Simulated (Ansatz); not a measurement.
Ca3SnH2:
```xyz
12
Lattice="4.4254 -5.6833 0.0000 4.4254 5.6833 0.0000 0.0000 0.0000 5.2334" Properties=species:S:1:pos:R:3 pbc="T T T"
Ca     4.4254    -4.4407     1.3083
Ca     4.4254     4.4407     3.9250
Ca     2.6299    -1.2617     1.3083
Ca     6.2208     1.2617     3.9250
Ca     2.6299     1.2617     3.9250
Ca     6.2208    -1.2617     1.3083
Sn     4.4254    -2.1970     3.9250
Sn     4.4254     2.1970     1.3083
H      1.3421     0.0000     0.0000
H      7.5086     0.0000     0.0000
H      7.5086     0.0000     2.6167
H      1.3421     0.0000     2.6167
```

Relaxed with r²SCAN.

Problem. Give the Bader charges and basin volumes of the independent atoms, r²SCAN in the plane-wave PAW code Ansatz.

Solution. 

```csv
atom,Bader charge (e),Bader volume (Å³)
Ca1,+1.40,15.1
Ca3,+1.37,15.8
Sn7,-2.55,62.0
H9,-0.80,11.4
```

Space group Cmcm. The workflow started from a Materials Project entry (that database holds measured and hypothetical structures alike); the Crystallography Open Database files this formula in space group No. 63, but the cells were not matched. Whether it is the stable phase at ambient conditions was not checked. The cell was relaxed with r²SCAN under the symmetry of its start; its stability against distortions is not shown here. Scalar-relativistic: spin–orbit coupling is off unless named, which matters more the heavier the elements.

Potentials: the later of the program's two PAW sets.
